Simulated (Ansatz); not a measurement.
HfRu:
```yaml
crystal:
  lattice:
    - [3.23021, 0.00000, 0.00000]
    - [0.00000, 3.23021, 0.00000]
    - [0.00000, 0.00000, 3.23021]
  atoms:
    - { symbol: Ru, position: [0.50000, 0.50000, 0.50000] }
    - { symbol: Hf, position: [0.00000, 0.00000, 0.00000] }
```

Relaxed with r²SCAN.

**Question.** Map the valence electron density (e/Å³), cut off at 7 on the plane through (0.500, 0.500, 0.500) spanned by u = [1, 0, 0] and v = [0, 1, 1] in lattice vectors, from r²SCAN in the plane-wave PAW code Ansatz.

**Answer.** x is the fraction of u, y of v (the angle between them is 90°; rows are the nearest grid lines); atoms in the plane: Ru at (0.00, 0.00), Hf at (0.50, 0.50).
```
y \ x   0.000  0.0625  0.188  0.250  0.375  0.438  0.562  0.625  0.750  0.812  0.938   1.00
------  -----  ------  -----  -----  -----  -----  -----  -----  -----  -----  -----  -----
1.00     7.00    7.00   4.21   1.59  0.324  0.259  0.259  0.324   1.59   4.21   7.00   7.00
0.913    7.00    7.00   2.85   1.08  0.307  0.253  0.253  0.307   1.08   2.85   7.00   7.00
0.826    2.01    1.79  0.774  0.490  0.270  0.242  0.242  0.270  0.490  0.774   1.79   2.01
0.783   0.739   0.694  0.459  0.358  0.269  0.259  0.259  0.269  0.358  0.459  0.694  0.739
0.696   0.277   0.276  0.281  0.330  0.785   1.14   1.14  0.785  0.330  0.281  0.276  0.277
0.609   0.200   0.206  0.365  0.930   6.14   7.00   7.00   6.14  0.930  0.365  0.206  0.200
0.522   0.178   0.186  0.586   2.13   7.00   7.00   7.00   7.00   2.13  0.586  0.186  0.178
0.478   0.178   0.186  0.586   2.13   7.00   7.00   7.00   7.00   2.13  0.586  0.186  0.178
0.391   0.200   0.206  0.365  0.930   6.14   7.00   7.00   6.14  0.930  0.365  0.206  0.200
0.304   0.277   0.276  0.281  0.330  0.785   1.14   1.14  0.785  0.330  0.281  0.276  0.277
0.217   0.739   0.694  0.459  0.358  0.269  0.259  0.259  0.269  0.358  0.459  0.694  0.739
0.174    2.01    1.79  0.774  0.490  0.270  0.242  0.242  0.270  0.490  0.774   1.79   2.01
0.0870   7.00    7.00   2.85   1.08  0.307  0.253  0.253  0.307   1.08   2.85   7.00   7.00
0.000    7.00    7.00   4.21   1.59  0.324  0.259  0.259  0.324   1.59   4.21   7.00   7.00
```

The density is the valence pseudo-density with augmentation charge, so density and ELF within about 1 Å of a nucleus are not all-electron values.

Space group Pm-3m (CsCl type). The workflow started from an entry of the Crystallography Open Database (COD). Its standing as an ambient phase is unchecked. The r²SCAN relaxation kept the symmetry of its start; its stability against distortions is not shown here. No spin polarisation was allowed. Scalar-relativistic: spin–orbit coupling is off unless named, which matters more the heavier the elements.

Potentials: the later of the program's two PAW sets.
